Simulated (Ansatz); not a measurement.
Given:

PbSe:
```
PbSe
1.0
    3.76801     0.00000     0.00000
    0.00000     3.76801     0.00000
    0.00000     0.00000     3.76801
Pb Se
1 1
Direct
  0.00000   0.00000   0.00000
  0.50000   0.50000   0.50000
```

This is the r²SCAN-relaxed structure.

Problem. All from r²SCAN (plane waves, PAW; program Ansatz), unless another level is named. Estimate the electronic character.

Solution. metallic (no gap).

Problem. Give the density of states at the Fermi level.

Solution. 0.18 states/eV per atom (mean over ±0.08 eV).

Problem. Give the formation energy from the elements (no fitted shifts).

Solution. -0.41 eV/atom.

Space group Pm-3m (CsCl type). A made-up cell: these elements were put on the sites of a structure type; the Crystallography Open Database copy checked does not list it. It is not the phase usual at ambient conditions (space group No. 225). Symmetry was held in the r²SCAN relaxation; its stability against distortions is not shown here. The references are the lowest solids computed at this level, not always the standard phases. Scalar-relativistic: spin–orbit coupling is off unless named, which matters more the heavier the elements.

Potentials: the later of the program's two PAW sets.
